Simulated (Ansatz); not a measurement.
**TiRh: computed property card**

TiRh:
```xyz
2
Lattice="3.0445 0.0000 0.0000 0.0000 3.0445 0.0000 0.0000 0.0000 3.0445" Properties=species:S:1:pos:R:3 pbc="T T T"
Ti     1.5222     1.5222     1.5222
Rh     0.0000     0.0000     0.0000
```

Space group Pm-3m (No. 221), CsCl type; conventional cell a = b = c = 3.0445 Å, α = β = γ = 90.00°.

Method: LDA in the plane-wave PAW code Ansatz. The cell and atoms are relaxed at this level. Other levels are named where they apply.

**Cell and energy**

| Property | Result |
|---|---|
| Volume per atom | 14.11 Å³ |
| Density | 8.87 g/cm³ |
| Formation energy from the elements (no fitted shifts) | -0.72 eV/atom |

**Electronic structure**

| Property | Result |
|---|---|
| Electronic character | metallic (no gap) |
| Density of states at the Fermi level | 1.4 states/eV per atom (mean over ±0.08 eV) |

**Mechanics**

| Property | Result |
|---|---|
| Bulk modulus (Birch–Murnaghan fit) | 221 GPa |
| Pressure derivative B′ | 4.3 |
| Elastic constants (relaxed ions, GPa) | C11 = 171, C12 = 246, C44 = 65.6 |
| Mechanical stability | unstable (C has a negative eigenvalue) |

**Phonons**

| Quantity | Result |
|---|---|
| Highest zone-centre frequency | 192 cm⁻¹ |
| Zone-centre stability | no imaginary mode at Γ |

The workflow started from a Materials Project entry (that database holds measured and hypothetical structures alike); the Crystallography Open Database copy checked does not list it. COD files the formula under space group No. 123. Its standing as an ambient phase is unchecked. Symmetry was held in the LDA relaxation. No spin polarisation was allowed. As this level gives no gap, shear constants depend on the k-mesh and smearing (Fermi–Dirac, 0.1 eV here). As this level gives no gap, phonon frequencies hold no LO–TO term and depend on the k-mesh and smearing (Fermi–Dirac, 0.1 eV here). The references are the lowest solids computed at this level, not always the standard phases. Spin–orbit coupling is left out wherever it is not named.

Potentials: the later of the program's two PAW sets.
